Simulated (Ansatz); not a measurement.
Structures of Sn3Ir: which is lowest?

Plane-wave DFT in Ansatz with scalar-relativistic PAW potentials, cutoff 420 eV, Γ-centred meshes chosen by cell and gap, Gaussian smearing with energies taken to zero width. Every cell was relaxed (cell and atoms) in a run of its own, within the symmetry of its start. Functional: PBE.

Relaxed structures (starts from databases or built by putting these elements on another compound's sites):
A. Pm-3m, 4 atoms in the computed cell, a = 4.465 Å; sites (symmetry × multiplicity) Sn 4/mm.m × 3, Ir m-3m × 1; start: built
B. P6_3/mmc, 8 atoms in the computed cell, a = 8.679 Å, c = 3.239 Å; sites (symmetry × multiplicity) Sn mm2 × 6, Ir -6m2 × 2; start: built

**Question.** Rank them by energy. Could pressure change the order?

**Answer.**
```csv
structure,group,E − E(lowest) (meV/atom),V (Å³/atom),gap on mesh (eV)
B,P6_3/mmc,0.0,26.41,0.00
A,Pm-3m,313,22.26,0.00
```

B is lowest, 313 meV/atom under A. A is denser by 4.16 Å³/atom, so pressure favours it: ΔE/ΔV, with ΔE in eV and 1 eV/Å³ = 160.2 GPa, gives about 12 GPa for equal enthalpy if both cells were rigid, a rough figure since the two compress differently. Other structures may lie lower than all of these, and vibrations aren't counted.

Spin-orbit coupling is left out, which matters for the bands of heavy elements.